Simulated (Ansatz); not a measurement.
CaC$_{2}$: the gap under strain

CaC$_{2}$, R-3m, a = 3.861 Å, c = 11.782 Å. The structure is a Materials Project entry; whether it is the stable form wasn't checked. Ansatz: r2SCAN, PAW, 500 eV, Γ-centred 9×9×2 mesh on 9 atoms, Gaussian smearing 0.02 eV; no spin polarisation. Series: strain along c alone, the other axes held, atoms relaxed; x is the strain in per cent. The gap is sought over the whole zone.

| x (%) | gap y (eV) |
| --- | --- |
| -4.5 | ? |
| -3.0 | 3.024 |
| -1.5 | 3.063 |
| 0.0 | 3.099 |
| 1.5 | 3.133 |
| 3.0 | 3.164 |

Q: Fit y = E0 + c1 x + c2 x² to the other rows, give the deformation potential for this strain, and predict the missing gap.

A: Least squares on the rows shown. y = 3.0992 + 0.023333 x − 0.00057143 x². The deformation potential is 100 c1 = 2.33 eV per unit strain. At x = -4.5 the fit asked for gives 2.983 eV. The run gave 2.982 eV, so the fit is 0.001 eV too high, a small miss on the scale of the series. The form still works here, 25 % of the fitted range beyond its end.

Semilocal functionals give gaps under the measured ones; changes of the gap mostly carry over better.